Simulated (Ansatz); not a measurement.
NbP:
```xyz
4
Lattice="-1.6518 1.6518 5.6148 1.6518 -1.6518 5.6148 1.6518 1.6518 -5.6148" Properties=species:S:1:pos:R:3 pbc="T T T"
Nb     0.0000     0.0000    11.2195
Nb     0.0000     1.6518     2.7974
P      0.0000     0.0000     4.6815
P      1.6518     0.0000     1.8742
```

Relaxed with LDA. Special points in fractions of this cell's reciprocal vectors: Γ (0.000, 0.000, 0.000); X (0.000, 0.000, 0.500); P (0.250, 0.250, 0.250); N (0.000, 0.500, 0.000); M (0.500, 0.500, -0.500); S (0.272, 0.728, -0.272); S0 (-0.272, 0.272, 0.272); R (-0.043, 0.043, 0.500); G (0.500, 0.500, -0.043).

Q: List the band energies nearest the Fermi level at these points for the program Ansatz at the LDA level (PAW).

A: In eV from the Fermi level; about four levels below and three above (degenerate sets whole), none deeper than 8.9 eV; points with the same levels are listed once.

```json
[
 {"k": "Γ", "below": "-2.25 -1.78 -1.36 -1.36", "above": "0.83 1.69 2.84"},
 {"k": "X", "below": "-2.84 -2.84 -0.41 -0.41", "above": "3.15 3.15 3.28 3.28"},
 {"k": "P", "below": "-2.90 -2.90 -0.39 -0.39", "above": "3.16 3.16 3.26 3.26"},
 {"k": "N", "below": "-2.41 -1.85 -1.59 -0.05", "above": "0.05 1.38 2.63"},
 {"k": "M", "below": "-2.80 -2.80 -0.45 -0.45", "above": "1.23 1.23 2.48 2.48"},
 {"k": "S", "below": "-2.38 -2.25 -1.48 -0.20", "above": "0.21 1.75 2.54"},
 {"k": "R", "below": "-2.82 -2.82 -0.47 -0.47", "above": "2.93 2.93 3.34 3.34"}
]
```

Space group I4_1md. Symmetry was held in the LDA relaxation; of distortions, only those at the zone centre were tested. The run is not spin-polarised. A small band overlap can be real or an error of a semilocal functional. The Fermi level of a semimetal is unsure by some 0.05 eV on such meshes. Spin–orbit coupling is left out wherever it is not named.

Potentials: the later of the program's two PAW sets.
